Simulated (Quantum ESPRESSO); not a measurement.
## Al3MgP3Se (input and log of a self-consistent run)

A calculation, not a measurement. The program is pw.x of Quantum ESPRESSO 7.5 (plane-wave density functional theory). The cell is made up: 8 atoms on a zincblende/diamond lattice, with randomly drawn elements, strain and displacements, not relaxed. PseudoDojo standard norm-conserving files (v0.5 for PBE, v0.4.1 for LDA and PBEsol) set the functional; there is no spin polarisation, spin-orbit coupling or dispersion term, and the masses in the input are unused placeholders.

Input:

```
&control calculation='scf', pseudo_dir='./dojo.nc.sr.pbe.v0_5.standard.upf', outdir='./o', disk_io='medium', tprnfor=.true., tstress=.true. /
&system ibrav=0, nat=8, ntyp=4, nbnd=31, ecutwfc=85.99341389, nosym=.true., tot_charge=0,
 occupations='smearing', smearing='fd', degauss=0.0018374661
/
&electrons conv_thr=7.350e-09, electron_maxstep=60, /
ATOMIC_SPECIES
Al 1.0 Al.upf
Mg 1.0 Mg.upf
P 1.0 P.upf
Se 1.0 Se.upf
CELL_PARAMETERS angstrom
5.6965 0.0434 -0.0469
0.0434 5.6206 0.0326
-0.0469 0.0326 5.7176
ATOMIC_POSITIONS angstrom
Al -0.0621 -0.0549 0.0485
Al -0.0052 2.7754 2.9265
Al 2.8699 0.065 2.7852
Mg 2.9166 2.8125 0.0801
P 1.5032 1.3405 1.5032
P 1.2941 4.2706 4.3463
Se 4.2475 1.3479 4.2368
P 4.3035 4.1971 1.3867
K_POINTS automatic
4 4 4 1 1 1
```

The log is shortened where brackets say so; the opening notice, blank lines, dates and the lines on written files are dropped, and the path of the files is cut. It prints rydbergs, bohrs and kilobars, and counts compression as positive stress. With no partly filled state, the Fermi energy that it prints is only some level between the filled and the empty states on the mesh, and need not lie in the true gap.

```
     Program PWSCF v.7.5
     Parallel version (MPI & OpenMP), running on       1 processor cores
     Number of MPI processes:                 1
     Threads/MPI process:                     1
     [start-up lines left out]
     bravais-lattice index     =            0
     lattice parameter (alat)  =      10.7655  a.u.
     unit-cell volume          =    1235.1838 (a.u.)^3
     number of atoms/cell      =            8
     number of atomic types    =            4
     number of electrons       =        50.00
     number of Kohn-Sham states=           31
     kinetic-energy cutoff     =      85.9934  Ry
     charge density cutoff     =     343.9737  Ry
     scf convergence threshold =      7.3E-09
     mixing beta               =       0.7000
     number of iterations used =            8  plain     mixing
     Exchange-correlation= PBE
                           (   1   4   3   4   0   0   0)
     [axes and pseudopotential details left out]
   Cartesian axes
     site n.     atom                  positions (alat units)
         1        Al     tau(   1) = (  -0.0109007  -0.0096369   0.0085135  )
         2        Al     tau(   2) = (  -0.0009128   0.4871808   0.5137042  )
         3        Al     tau(   3) = (   0.5037689   0.0114098   0.4889010  )
         4        Mg     tau(   4) = (   0.5119664   0.4936932   0.0140604  )
         5        P      tau(   5) = (   0.2638647   0.2353051   0.2638647  )
         6        P      tau(   6) = (   0.2271603   0.7496412   0.7629293  )
         7        Se     tau(   7) = (   0.7455864   0.2366041   0.7437081  )
         8        P      tau(   8) = (   0.7554164   0.7367394   0.2434149  )
     number of k points=    32  Fermi-Dirac smearing, width (Ry)=  0.0018
                       cart. coord. in units 2pi/alat
        k(    1) = (   0.1250835   0.1250059   0.1248598), wk =   0.0625000
        k(    2) = (   0.1271456   0.1235451   0.3739781), wk =   0.0625000
     [further k points left out]
     Dense  grid:   133041 G-vectors     FFT dimensions: (  64,  64,  64)
     Estimated max dynamical RAM per process >     165.04 MB
     Initial potential from superposition of free atoms
     starting charge      49.9914, renormalised to      50.0000
     Starting wfcs are   38 randomized atomic wfcs
     total cpu time spent up to now is       14.9 secs
     per-process dynamical memory:   106.1 Mb
     Self-consistent Calculation
     iteration #  1     ecut=    85.99 Ry     beta= 0.70
     Davidson diagonalization with overlap
     ethr =  1.00E-02,  avg # of iterations =  4.0
     Threshold (ethr) on eigenvalues was too large:
     Diagonalizing with lowered threshold
     Davidson diagonalization with overlap
     ethr =  9.43E-04,  avg # of iterations =  1.1
     total cpu time spent up to now is       76.7 secs
     total energy              =    -416.90643789 Ry
     estimated scf accuracy    <       0.47031027 Ry
     iteration #  2     ecut=    85.99 Ry     beta= 0.70
     Davidson diagonalization with overlap
     ethr =  9.41E-04,  avg # of iterations =  3.2
     total cpu time spent up to now is      109.2 secs
     total energy              =    -417.01737065 Ry
     estimated scf accuracy    <       0.16228380 Ry
     iteration #  3     ecut=    85.99 Ry     beta= 0.70
     Davidson diagonalization with overlap
     ethr =  3.25E-04,  avg # of iterations =  2.7
     total cpu time spent up to now is      137.3 secs
     total energy              =    -417.05002992 Ry
     estimated scf accuracy    <       0.00570271 Ry
     iteration #  4     ecut=    85.99 Ry     beta= 0.70
     Davidson diagonalization with overlap
     ethr =  1.14E-05,  avg # of iterations = 12.3
     total cpu time spent up to now is      188.9 secs
     total energy              =    -417.05150849 Ry
     estimated scf accuracy    <       0.00123612 Ry
     iteration #  5     ecut=    85.99 Ry     beta= 0.70
     Davidson diagonalization with overlap
     ethr =  2.47E-06,  avg # of iterations =  3.8
     total cpu time spent up to now is      221.4 secs
     total energy              =    -417.05169305 Ry
     estimated scf accuracy    <       0.00015666 Ry
     iteration #  6     ecut=    85.99 Ry     beta= 0.70
     Davidson diagonalization with overlap
     ethr =  3.13E-07,  avg # of iterations =  2.0
     total cpu time spent up to now is      252.9 secs
     total energy              =    -417.05170893 Ry
     estimated scf accuracy    <       0.00002116 Ry
     iteration #  7     ecut=    85.99 Ry     beta= 0.70
     Davidson diagonalization with overlap
     ethr =  4.23E-08,  avg # of iterations =  2.4
     total cpu time spent up to now is      285.4 secs
     total energy              =    -417.05171538 Ry
     estimated scf accuracy    <       0.00000104 Ry
     iteration #  8     ecut=    85.99 Ry     beta= 0.70
     Davidson diagonalization with overlap
     ethr =  2.09E-09,  avg # of iterations =  4.0
     total cpu time spent up to now is      321.1 secs
     total energy              =    -417.05171549 Ry
     estimated scf accuracy    <       0.00000068 Ry
     iteration #  9     ecut=    85.99 Ry     beta= 0.70
     Davidson diagonalization with overlap
     ethr =  1.37E-09,  avg # of iterations =  2.0
     total cpu time spent up to now is      353.9 secs
     total energy              =    -417.05171559 Ry
     estimated scf accuracy    <       0.00000002 Ry
     iteration # 10     ecut=    85.99 Ry     beta= 0.70
     Davidson diagonalization with overlap
     ethr =  4.46E-11,  avg # of iterations =  4.0
     total cpu time spent up to now is      393.9 secs
     total energy              =    -417.05171560 Ry
     estimated scf accuracy    <       0.00000001 Ry
     iteration # 11     ecut=    85.99 Ry     beta= 0.70
     Davidson diagonalization with overlap
     ethr =  2.34E-11,  avg # of iterations =  2.0
     total cpu time spent up to now is      422.7 secs
     End of self-consistent calculation
          k = 0.1251 0.1250 0.1249 ( 16617 PWs)   bands (ev):
   -69.8132 -43.1608 -43.1583 -43.0906 -43.0778 -43.0638 -36.6357 -36.5900
   -36.5837  -8.9318  -5.2797  -4.1634  -3.9103  -0.7916  -0.6046   0.5988
     1.4579   1.9994   2.4672   2.6771   2.9973   3.3099   3.7189   4.5019
     4.8759   6.4882   6.8330   7.2104   7.5504   7.6910   8.0599
     [levels at the other k points left out]
     the Fermi energy is     5.5440 ev
!    total energy              =    -417.05171561 Ry
     estimated scf accuracy    <          9.3E-10 Ry
     smearing contrib. (-TS)   =      -0.00000000 Ry
     internal energy E=F+TS    =    -417.05171561 Ry
     The total energy is F=E-TS. E is the sum of the following terms:
     one-electron contribution =    -302.53562575 Ry
     hartree contribution      =     159.69525174 Ry
     xc contribution           =     -83.03946422 Ry
     ewald contribution        =    -191.17187737 Ry
     convergence has been achieved in  11 iterations
     Forces acting on atoms (cartesian axes, Ry/au):
     atom    1 type  1   force =     0.05914760   -0.03096573    0.03608214
     atom    2 type  1   force =     0.04523231    0.03268565   -0.03334943
     atom    3 type  1   force =    -0.03638810   -0.08631384   -0.00529421
     atom    4 type  2   force =    -0.04924190    0.00502852   -0.01813754
     atom    5 type  3   force =    -0.06431643    0.02082561   -0.01374966
     atom    6 type  3   force =     0.02042896   -0.00023106   -0.01898829
     atom    7 type  4   force =     0.00388710    0.02543024    0.00194204
     atom    8 type  3   force =     0.02125046    0.03354060    0.05149495
     Total force =     0.178880     Total SCF correction =     0.000071
     Computing stress (Cartesian axis) and pressure
          total   stress  (Ry/bohr**3)                   (kbar)     P=       -8.54
  -0.00008377  -0.00000473   0.00017338          -12.32       -0.70       25.50
  -0.00000473  -0.00002197  -0.00007183           -0.70       -3.23      -10.57
   0.00017338  -0.00007183  -0.00006847           25.50      -10.57      -10.07
     init_run     :     12.85s CPU     14.79s WALL (       1 calls)
     electrons    :    385.66s CPU    407.82s WALL (       1 calls)
     forces       :      5.07s CPU      5.15s WALL (       1 calls)
     stress       :     20.22s CPU     21.18s WALL (       1 calls)
     [timing details left out]
     PWSCF        :   7m 4.00s CPU   7m29.28s WALL
     JOB DONE.
```

In other units: free energy -5674.278 eV for the cell, pressure -0.85 GPa, largest force component 2.219 eV/Å. A rerun of this cell at 1467 eV and a 6 x 6 x 6 mesh moved values by no more than 0.004 eV in energy, 0.02 GPa in stress and 0.003 eV/Å in force.